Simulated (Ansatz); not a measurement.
The calculation used Ansatz, DFT PBE, scalar-relativistic, plane waves, PAW. All cells share a 420 eV cutoff and Γ-centred k meshes spaced about 0.3 Å⁻¹ or finer (0.25 for metals, 2π included). No spin polarisation in the final relaxations.

These are static total energies at zero pressure. All come from trial cells, and lower structures may exist.

**Question.** Which of these relaxed structures of NiGe3O4 is the lowest in energy?
A.

```cif
data_structure
_symmetry_space_group_name_H-M 'I-4m2'
_symmetry_Int_Tables_number 119
_cell_length_a 6.0919
_cell_length_b 6.0919
_cell_length_c 9.6861
_cell_angle_alpha 90.000
_cell_angle_beta 90.000
_cell_angle_gamma 90.000
_cell_volume 359.47
loop_
_atom_site_label
_atom_site_type_symbol
_atom_site_symmetry_multiplicity
_atom_site_Wyckoff_symbol
_atom_site_fract_x
_atom_site_fract_y
_atom_site_fract_z
_atom_site_occupancy
Ni1 Ni 2 d 0.50000 0.00000 0.25000 1
Ge1 Ge 4 f 0.50000 0.00000 0.02233 1
Ge2 Ge 2 c 0.00000 0.50000 0.25000 1
O1 O 8 i 0.20778 0.50000 0.11693 1
```

B.

```cif
data_structure
_symmetry_space_group_name_H-M 'P4mm'
_symmetry_Int_Tables_number 99
_cell_length_a 5.1425
_cell_length_b 5.1425
_cell_length_c 4.6879
_cell_angle_alpha 90.000
_cell_angle_beta 90.000
_cell_angle_gamma 90.000
_cell_volume 123.97
loop_
_atom_site_label
_atom_site_type_symbol
_atom_site_symmetry_multiplicity
_atom_site_Wyckoff_symbol
_atom_site_fract_x
_atom_site_fract_y
_atom_site_fract_z
_atom_site_occupancy
Ni1 Ni 1 a 0.00000 0.00000 0.07292 1
Ge1 Ge 2 c 0.50000 0.00000 0.78836 1
Ge2 Ge 1 b 0.50000 0.50000 0.25095 1
O1 O 4 d 0.25248 0.74752 0.01485 1
```

**Answer.** B. It has space group P4mm (No. 99); the next, A, with space group I-4m2 (No. 119), lies 225 meV/atom higher. The shortest distance is 1.86 Å (Ni–O) in the lowest and 1.81 Å (Ge–O) in the next. The next holds Ge–Ge units of three or more atoms (shortest 2.64 Å); in the lowest the shortest Ge–Ge distance is 3.36 Å.

Weakly bound directions are ill-defined at this level, which has no dispersion term (P4mm, I-4m2), and this can change margins and order among such cells. No Hubbard U is applied to the 3d shell of Ni. With atoms moved at random, P4mm (by 64 meV/atom) fell into a lower structure. Without a clear test, and held by symmetry: I-4m2.

Some candidate types were left out of the draw beforehand, so a known form may be missing.
